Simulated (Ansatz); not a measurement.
# NaHF₂ (R-3m) under pressure

```yaml
crystal:
  lattice:
    - [1.73909, 1.00406, 4.57730]
    - [-1.73909, 1.00406, 4.57730]
    - [0.00000, -2.00813, 4.57730]
  atoms:
    - { symbol: Na, position: [0.00000, 0.00000, 0.00000] }
    - { symbol: H, position: [0.50000, 0.50000, 0.50000] }
    - { symbol: F, position: [0.41683, 0.41683, 0.41683] }
    - { symbol: F, position: [0.58317, 0.58317, 0.58317] }
```

This is the zero-pressure cell under PBEsol. Cell and atoms are relaxed by PAW (default files of Ansatz 0.2.0, cutoff 420 eV, stress met within about 0.05 GPa) at each pressure, in this structure whether or not another phase would take over; P is the pressure reached, less that of this cell. Levels come from PBEsol, all-electron LAPW in Ansatz 0.2.0, scalar-relativistic; k mesh 8×8×8, fixed occupations, basis error target 0.5 meV/atom. Conduction levels are in eV over the valence top (at T), at fixed fractional wave vectors.

```
P (GPa)    V/V₀     c/a      Γ  T ∥ z  L (oblique)  F (oblique)
  -1.99  1.0813  3.8322  6.656  8.465       10.650       11.509
   0.00  1.0000  3.9480  6.895  8.667       11.037       11.931
   1.99  0.9447  4.0461  7.078  8.823       11.326       12.255
   3.99  0.9018  4.1411  7.233  8.959       11.565       12.538
   6.99       ?       ?      ?      ?            ?            ?
   9.99  0.8116  4.4019  7.598  9.300       12.108       13.235
  14.99  0.7592  4.6005  7.832  9.544       12.436       13.709
```

Problem. Fit the third-order Birch-Murnaghan equation to the rows shown.

Solution. With f = [(V₀/V)^(2/3) − 1]/2, the normalised pressure F = P/[3f(1 + 2f)^(5/2)] is 29.8 GPa at f = -0.0254, 31.2 GPa at f = 0.0193, 31.4 GPa at f = 0.0357, 31.5 GPa at f = 0.0747, 31.3 GPa at f = 0.1008. The line F = B₀[1 + (3/2)(B′ − 4)f] gives B₀ = 30.6 GPa and B′ = 4.2.

Problem. What are the volume deformation potentials and pressure coefficients of these levels at zero pressure?

Solution. 

```
      level  dE/dlnV (eV)  dE/dP = −(dE/dlnV)/B₀ (meV/GPa)  mean slope up to 2.0 GPa (meV/GPa)
          Γ         -3.16                            103.4                                92.0
      T ∥ z         -2.67                             87.4                                78.6
L (oblique)         -5.05                            165.3                               145.5
F (oblique)         -5.60                            183.1                               163.2
```

dE/dlnV is the slope of a cubic fit in ln V at V₀. The last column is read from two rows and shows how the slope bends with pressure.

Problem. Fill the row at 6.99 GPa.

Solution. The fits give V/V₀ = 0.8505 and Γ = 7.434 eV. Computed: V/V₀ = 0.8515, c/a = 4.2747, Γ = 7.430, T ∥ z = 9.139, L (oblique) = 11.863, F (oblique) = 12.908.

Caveats: no other phase was computed; many crystals of this kind change structure within this range, and rows or crossings beyond such a change describe a metastable lattice; the frozen-core PAW files of the relaxations were fitted under PBE, their cores solved anew for this functional; semilocal gaps are low, and the spacing of valleys can be off by tenths of an eV; levels are read at fixed fractional k, so an edge that moves off these points is missed.
